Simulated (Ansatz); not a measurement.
# Sr2Cu6P5: pressure against volume

A database entry relaxed whole under r2SCAN (I4/mmm):

```xyz
13
Lattice="-2.0462 2.0462 12.2753 2.0462 -2.0462 12.2753 2.0462 2.0462 -12.2753" Properties=species:S:1:pos:R:3 pbc="T T T"
Sr    0.0000    0.0000    8.6214
Sr    0.0000    0.0000   15.9292
Cu    2.0462    0.0000    1.2725
Cu    0.0000    2.0462    1.2725
Cu    0.0000    2.0462   11.0028
Cu    2.0462    0.0000   11.0028
Cu    0.0000    2.0462    6.1376
Cu    2.0462    0.0000    6.1376
P     0.0000    0.0000   12.2753
P     0.0000    0.0000    2.5411
P     0.0000    0.0000   22.0094
P     0.0000    0.0000    4.8701
P     0.0000    0.0000   19.6805
```

The cell was scaled uniformly, its shape held, and the atoms relaxed at each volume with plane-wave PAW DFT (Ansatz 0.2.0; r2SCAN, 500 eV, 8×8×8 Γ-centred mesh, fermi-dirac occupations of width 0.100 eV; no spin, no spin-orbit coupling). One row is withheld.

```tsv
volume (Å³/atom)	energy over the lowest (meV/atom)	pressure (GPa)
14.866	19.5	7.07
15.182	8.3	4.45
15.498	?	?
15.815	0.0	0.02
16.131	1.9	-1.84
16.447	7.3	-3.50
16.763	15.8	-4.99
```

**Question.** Fit the pressures of the other rows to the third-order Birch-Murnaghan form.

**Answer.** With f = [(V₀/V)^(2/3) − 1]/2 and P = 3B₀f(1 + 2f)^(5/2)[1 + 3(B₀′ − 4)f/2], least squares gives V₀ = 15.82 Å³ an atom, B₀ = 98.5 GPa and B₀′ = 4.7; the rows miss the fit by less than 0.01 GPa. The slope of the energies differs from these pressures by 0.05 GPa, since they are taken to zero smearing while pressures follow the free energy.

**Question.** What does the withheld row hold?

**Answer.** The fit gives 2.11 GPa at 15.498 Å³; the run gave 2.11 GPa and 2.0 meV an atom.

Caveats: the shape of the cell was held, so B₀ is an upper bound where the axes differ in stiffness; 0 K, fixed nuclei; the symmetry was kept, and this need not be the phase that is stable at 0 K; one mesh for all volumes; pressure is positive in compression.
